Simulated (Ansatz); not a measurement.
Relaxed-ion elastic tensor of V4GaS8 in space group F-43m (No. 216; V on 16e, Ga on 4a, S on 16e, S on 16e) in GPa (Voigt order), PBEsol (plane waves, PAW; program Ansatz); density 4.10 g/cm³, 16.53 Å³ per atom.

```
 147  61.0  61.0   0.0   0.0   0.0
61.0   147  61.0   0.0   0.0   0.0
61.0  61.0   147   0.0   0.0   0.0
 0.0   0.0   0.0  57.4   0.0   0.0
 0.0   0.0   0.0   0.0  57.4   0.0
 0.0   0.0   0.0   0.0   0.0  57.4
```

Problem. Is the crystal mechanically stable?

Solution. Yes: the smallest eigenvalue of C is 57.4 GPa.

Problem. Work out the Voigt, Reuss and Hill averages.

Solution. K_V = 89.8, K_R = 89.8, K_H = 89.8; G_V = 51.7, G_R = 50.7, G_H = 51.2 GPa.

Problem. Give Young's modulus, Poisson's ratio, Pugh's ratio and the universal anisotropy index.

Solution. E = 9KG/(3K + G) = 129 GPa; ν = 0.26; K/G = 1.75 (near the Pugh limit of 1.75, no verdict); A_U = 5G_V/G_R + K_V/K_R − 6 = 0.10.

Problem. Estimate the sound speeds and the Debye temperature.

Solution. v_l = √((K + 4G/3)/ρ) = 6210 m/s, v_t = √(G/ρ) = 3540 m/s, mean 3930 m/s; Θ = (h/k)(3n/4πV)^(1/3) v_m = 459 K.

Problem. Give the Zener ratio and Young's modulus along [100], [110] and [111].

Solution. A = 2C44/(C11 − C12) = 1.33; 1/E = S11 − 2(S11 − S12 − S44/2)Γ with Γ = 0, 1/4, 1/3 gives 112, 133, 142 GPa.

Problem. Solve the Christoffel equation for the three sound speeds along [100], [110], [111].

Solution. Eigenvalues of C_ijkl n_j n_l equal ρv². In km/s, slowest first: [100] 3.74, 3.74, 6.00; [110] 3.25, 3.74, 6.28; [111] 3.42, 3.42, 6.37.

The first step of the workflow began from a Materials Project structure, measured or hypothetical; the Crystallography Open Database files this formula in space group No. 216, but the cells were not matched. Its standing as an ambient phase is unchecked. Symmetry was held in the PBEsol relaxation; its stability against distortions is not shown here. The workflow began spin-polarised and lost its moments. As this level gives no gap, shear constants depend on the k-mesh and smearing (Fermi–Dirac, 0.1 eV here).

Potentials: the later of the program's two PAW sets.
